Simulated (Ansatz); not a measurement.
**Question.** Name crystals whose computed values (PBEsol (plane waves, PAW; program Ansatz)) fall in these windows: HSE06 gap (eV) 3.3 to 4.2; G_Hill (GPa) 96 to 120; highest Γ mode, no LO–TO term (cm⁻¹) 660 to 900.

**Answer.** 

| crystal | HSE06 gap (eV) | G_Hill (GPa) | highest Γ mode, no LO–TO term (cm⁻¹) |
|---|---|---|---|
| CaGeO3, Pnma (Ca on 4c, Ge on 4b, O on 8d, O on 4c) | 3.91 | 107 | 751 |
| AlGa3N4, Pm (Pearson symbol mP8) | 3.71 | 109 | 697 |
| AlGa3N4, P-43m (Al on 1a, Ga on 3c, N on 4e) | 3.62 | 108 | 692 |
Others may fit too.

Standing as an ambient phase not checked: CaGeO3, Pnma (Ca on 4c, Ge on 4b, O on 8d, O on 4c); AlGa3N4, Pm (Pearson symbol mP8); AlGa3N4, P-43m (Al on 1a, Ga on 3c, N on 4e). Perhaps ordered models of mixed-site phases: AlGa3N4, Pm (Pearson symbol mP8); AlGa3N4, P-43m (Al on 1a, Ga on 3c, N on 4e). All cells were relaxed under the symmetry of their starts (and spin orders); stability against distortions was not tested throughout. Spin–orbit coupling is left out wherever it is not named.

Potentials: the later of the program's two PAW sets.
